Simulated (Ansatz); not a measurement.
An inverse problem

Cell vectors (Å):

```
3.8962 0.0000 0.0000
0.0000 3.8962 0.0000
0.0000 0.0000 3.8962
```

```tsv
atom	a	b	c
La	0.5000	0.5000	0.5000
X	0.0000	0.0000	0.0000
```

Theory: PBEsol, all-electron LAPW in Ansatz 0.2.0, scalar-relativistic. k mesh 10×10×10, fine mesh 16×16×16, Fermi-Dirac smearing of 0.050 eV, lines of 0.25 eV, Drude damping 0.03 eV.

Independent-particle optical response of a crystal from Kohn-Sham bands on the fine mesh with a Drude term, no local fields or excitons; Cartesian axes as in the cell vectors.

```
Fine mesh              : 16, 16, 16
Line width             : 0.25 eV
Drude damping          : 0.03 eV
Further gaussian width : 0.3 eV
```

```csv
photon energy (eV),dielectric imag xx
0.8,43.39
1.6,31.43
2.4,16.56
3.2,9.96
4,5.82
4.8,6.06
5.6,6.89
6.4,3.92
7.2,2
8,1.63
8.8,0.93
9.6,0.7
10.4,0.79
11.2,0.38
12,0.25
12.8,0.26
13.6,0.2
14.4,0.41
15.2,0.57
16,0.49
16.8,1.88
17.6,1.87
18.4,1.24
19.2,1.78
20,1.48
```

Question: All X atoms are one element. Which one was computed?

Answer: In; the crystal is LaIn (Pm-3m, a database entry that needn't be its stable phase).

Known limits: filled d bands lie too high at this level, so their transitions start too early; these sums move with the mesh, by several per cent and more for small sheets; spectra summed at the mesh points alone.
